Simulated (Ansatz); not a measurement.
LiBr (rock salt, Fm-3m), plane-wave PAW LDA (Ansatz code). The conduction-band minimum lies at Γ, with 1 equivalent valley. Second derivatives d²E/dk² of the lowest band at one valley (eV·Å²), along Cartesian directions:

```csv
direction,d²E/dk²
[100],22.43
[010],22.43
[001],22.43
[110],22.42
[101],22.42
[011],22.42
```

### Question
Find the principal effective masses, the density-of-states mass and the conductivity mass.

### Answer
Off-diagonal terms follow from H_xy = H[110] − (H_xx + H_yy)/2, and m*/mₑ = 7.620 eV·Å² over each eigenvalue: 0.34, 0.34, 0.34. One valley's DOS mass (m₁m₂m₃)^(1/3) = 0.34, conductivity mass 3/(Σ 1/mᵢ) = 0.34 mₑ.

### Question
What effective density of states Nc follows at 300 K for parabolic valleys?

### Answer
Nc = 2.509e19 × 1 × (0.34)^(3/2) ≈ 5.0e18 cm⁻³.

### Question
With the computed static dielectric constant 11.6 (mean of the diagonal), estimate a hydrogenic donor's binding energy and radius.

### Answer
E = 13.606 eV × 0.34/11.6² ≈ 34 meV; a = 0.529 Å × ε/m* ≈ 18 Å. Semilocal masses tend to be too small where the gap is.

### Question
With ε∞ = 3.69 and ω_LO = 347 cm⁻¹, what Fröhlich coupling constant follows?

### Answer
α = (1/ε∞ − 1/ε0) √(m* × 13.606 eV/ħω_LO) = 1.9.

Symmetry was held in the LDA relaxation; phonons on a q-mesh show no instability. Scalar-relativistic: spin–orbit coupling is off unless named, which matters more the heavier the elements.

Potentials: the later of the program's two PAW sets.
